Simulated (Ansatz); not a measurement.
Here is the system:

ScPt3:
```yaml
crystal:
  lattice:
    - [3.97726, 0.00000, 0.00000]
    - [0.00000, 3.97726, 0.00000]
    - [0.00000, 0.00000, 3.97726]
  atoms:
    - { symbol: Sc, position: [0.00000, 0.00000, 0.00000] }
    - { symbol: Pt, position: [0.50000, 0.50000, 0.00000] }
    - { symbol: Pt, position: [0.00000, 0.50000, 0.50000] }
    - { symbol: Pt, position: [0.50000, 0.00000, 0.50000] }
```

This is the r²SCAN-relaxed structure.

All from r²SCAN (plane waves, PAW; program Ansatz), unless another level is named. Give the formation energy from the elements (no fitted shifts).

-109 kJ/mol of atoms.

Give the density of states at the Fermi level.

0.74 states/eV per atom (mean over ±0.08 eV).

Space group Pm-3m (Cu3Au type). The first step of the workflow began from a Materials Project structure, measured or hypothetical; the Crystallography Open Database files this formula in space group No. 221, but the cells were not matched. Whether it is the stable phase at ambient conditions was not checked. Symmetry was held in the r²SCAN relaxation; its stability against distortions is not shown here. The run is not spin-polarised. The references are the lowest solids computed at this level, not always the standard phases. Spin–orbit coupling is left out wherever it is not named.

Potentials: the later of the program's two PAW sets.
